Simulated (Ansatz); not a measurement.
MgO (CsCl type, Pm-3m), DFT-PBEsol in the program Ansatz with PAW potentials. The conduction-band minimum lies at Γ, with 1 equivalent valley. Second derivatives d²E/dk² of the lowest band at one valley (eV·Å²), along Cartesian directions:

```tsv
direction	d²E/dk²
[100]	27.97
[010]	27.97
[001]	27.97
[110]	27.98
[101]	27.98
[011]	27.98
```

### Question
Find the principal effective masses, the density-of-states mass and the conductivity mass.

### Answer
Off-diagonal terms follow from H_xy = H[110] − (H_xx + H_yy)/2, and m*/mₑ = 7.620 eV·Å² over each eigenvalue: 0.27, 0.27, 0.27. One valley's DOS mass (m₁m₂m₃)^(1/3) = 0.27, conductivity mass 3/(Σ 1/mᵢ) = 0.27 mₑ.

### Question
What effective density of states Nc follows at 300 K for parabolic valleys?

### Answer
Nc = 2.509e19 × 1 × (0.27)^(3/2) ≈ 3.5e18 cm⁻³.

### Question
With the computed static dielectric constant 84.5 (mean of the diagonal), estimate a hydrogenic donor's binding energy and radius.

### Answer
E = 13.606 eV × 0.27/84.5² ≈ 0.51 meV; a = 0.529 Å × ε/m* ≈ 170 Å. Semilocal masses tend to be too small where the gap is.

### Question
With ε∞ = 3.78 and ω_LO = 595 cm⁻¹, what Fröhlich coupling constant follows?

### Answer
α = (1/ε∞ − 1/ε0) √(m* × 13.606 eV/ħω_LO) = 1.8.

This is a known high-pressure phase of the composition, computed here at zero pressure and temperature. The cell was relaxed with PBEsol under the symmetry of its start. At this level the phase is dynamically unstable (imaginary phonons).

Potentials: the later of the program's two PAW sets.
